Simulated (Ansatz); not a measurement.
Input and command of a plane-wave DFT calculation in Ansatz:

```yaml
crystal:
  lattice:
    - [-2.6203667672, 2.6203667672, 4.7914434112]
    - [2.6203667672, -2.6203667672, 4.7914434112]
    - [2.6203667672, 2.6203667672, -4.7914434112]
  atoms:
    - { symbol: Ta, position: [0.1966381746, 0.1966381746, 0.0] }
    - { symbol: Ta, position: [0.8033618254, 0.8033618254, 0.0] }
    - { symbol: O, position: [0.0026088172, 0.0026088172, 0.0] }
    - { symbol: O, position: [0.5026088172, 0.0026088172, 0.0] }
    - { symbol: O, position: [0.0026088172, 0.5026088172, 0.0] }
    - { symbol: O, position: [0.0026088172, 0.0026088172, 0.5] }
    - { symbol: O, position: [0.5026088172, 0.5026088172, 0.5] }
basis:
  ecutwfc: 420
kpoints:
  mp_grid: { grid: [8, 8, 8] }
hamiltonian:
  xc: pbesol
scf:
  occupations: { method: gaussian, width: 0.05 }
output:
  forces: true
  stress: true
  eigenvalues: true
```

```bash
ansatz run input.yaml --threads 2 --pin off --max-ram 5120MiB --backend cpu --events-out ev --progress --plain --runs-dir out
```

Processor: AMD EPYC 9R45 96-Core Processor (Zen 5), 2 threads, on a host shared with other jobs.

Estimate time, memory and problem size.

About 3.9 s on 2 threads of AMD EPYC 9R45 96-Core Processor (Zen 5), with other jobs on the host, peak memory 0.57 GiB. It solves 35 bands at 59 k points (the mesh reduced by symmetry) with about 2553 plane waves, in 9 SCF iterations.
